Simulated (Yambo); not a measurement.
G0W0@LDA for Li₃As (space group P6_3/mmc, No. 194) in Yambo. Reference settings: 3×3×2 Γ-centred k mesh, bands 7 to 234 and a 8 Ry block in the screening, 234 bands in G with the Bruneval-Gonze terminator, plasmon pole fitted at 27.2 eV. The LDA gap Γ → K on this mesh is 0.59 eV; G0W0 gaps are taken between the same points.

Gap (Γ → K) in eV against the number of bands and the screening block, terminator on:

```csv
bands (W and G),2 Ry,3 Ry,5 Ry,6 Ry,8 Ry
55,1.459,1.533,1.602,1.614,1.627
87,1.401,1.504,1.607,1.629,1.655
129,1.392,1.508,1.639,1.671,1.711
181,1.392,1.512,1.660,1.700,1.751
234,1.392,1.516,1.673,1.717,1.776
```

Rough cost of the Yambo step against the reference (shared machines):

| bands (W and G) | 2 Ry | 3 Ry | 5 Ry | 6 Ry | 8 Ry |
|---|---|---|---|---|---|
| 55 | 1/7 | 1/7 | 1/6 | 1/6 | 1/4 |
| 87 | 1/5 | 1/5 | 1/4 | 1/4 | 1/3 |
| 129 | 1/3 | 1/3 | 1/3 | 1/2 | ~1 |
| 181 | 1/2 | 1/2 | 1/2 | ~1 | ~1 |
| 234 | ~1 | ~1 | ~1 | ~1 | 1 |

At the largest block the last step in bands moves the gap by 0.025 eV; at the most bands the last step in the block moves it by 0.059 eV.

Spin-orbit splittings are left out.

The standard potential for As keeps a d shell in the valence without the s and p states of that shell. In tests on such compounds this moved G0W0 gaps by up to about 0.9 eV, so absolute quasiparticle energies here are unreliable; differences between settings are what counts.

Geometry of the Materials Project entry, not relaxed at this level; primitive cell a = b = 4.341 Å, c = 7.746 Å, α = β = 90.00°, γ = 120.00°.
